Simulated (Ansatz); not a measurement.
K, DFT, PBEsol, PAW with Ansatz's default frozen-core files, scalar-relativistic (Ansatz 0.2.0), run on 1 thread of Arm Neoverse V2 on a shared host.

The cell comes from COD entry 9011006, which wasn't checked; take it as a given geometry. The listed cell was then made from it by scaling, straining or moving an atom.

Command: `ansatz run input.yaml --threads 1 --pin off --max-ram 3072MiB --backend cpu --events-out ev --progress --plain --runs-dir out`

```yaml
crystal:
  lattice:
    - [-2.56564, 2.56564, 2.618]
    - [2.56564, -2.56564, 2.618]
    - [2.56564, 2.56564, -2.618]
  atoms:
    - { symbol: K, position: [0.0, 0.0, 0.0] }
kpoints:
  mp_grid: { grid: [10, 10, 10] }
scf:
  occupations: { method: fermi_dirac, width: 0.08 }
hamiltonian:
  xc: pbesol
  pseudopotentials: { kind: paw }
output:
  forces: true
  stress: true
  eigenvalues: true
  efg: { contact_densities: true }
```

(1) How large is the problem that the program sets up?

(2) About how long does it take, and how much memory does it use?

(3) And the same cell and mesh by crystal-made all-electron datasets, asked for forces, stress, eigenvalues, efg, on the same hardware?

Results:

(1) 102 irreducible k-points, 1353 plane waves at Γ, 9 bands.

(2) 3.2 s of wall time for 6 SCF iterations, with a peak of 0.35 GiB. Times on shared machines scatter by tens of per cent.

(3) 8.5 s, peak memory 0.34 GiB.
